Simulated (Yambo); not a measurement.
```xyz
7
Lattice="2.1369 1.2338 7.8447 -2.1369 1.2338 7.8447 0.0000 -2.4675 7.8447" Properties=species:S:1:pos:R:3 pbc="T T T"
Li     0.0000     0.0000    10.1157
Li     0.0000     0.0000    13.4183
Li     0.0000     0.0000     3.2472
Li     0.0000     0.0000    20.2868
P      0.0000     0.0000    17.7571
P      0.0000     0.0000     5.7770
Sr     0.0000     0.0000     0.0000
```

Li4SrP2 (space group R-3m, No. 166): mean Im ε in 1 eV windows above the direct gap of 2.60 eV, for different electron-hole kernels (Yambo, broadening 0.15 eV, norm-conserving PBEsol (Quantum ESPRESSO, 74 Ry, scalar-relativistic) bands; 6×6×6 mesh, 6 valence and 10 conduction bands, static screening with 62 bands and a 3 Ry block, scissor 0.95 eV, Tamm-Dancoff; field along x).

| window (eV) | independent quasiparticles | BSE |
|---|---|---|
| 2.6 to 3.6 | 4.6 | 8.9 |
| 3.6 to 4.6 | 9.6 | 12 |
| 4.6 to 5.6 | 8.7 | 7.5 |
| 5.6 to 6.6 | 8.4 | 5.9 |

This run doesn't resolve bound excitons or single peaks, so only averages are given, and they too depend on the mesh; weight that the attraction moves below the gap isn't listed. All transitions below 7.31 eV are in the band window. The scissor comes from a G0W0 run whose convergence isn't established.

Geometry of the Materials Project entry, not relaxed at this level.

The structure is a Materials Project entry; no match was found in the copy of COD used, and its stability was not checked.
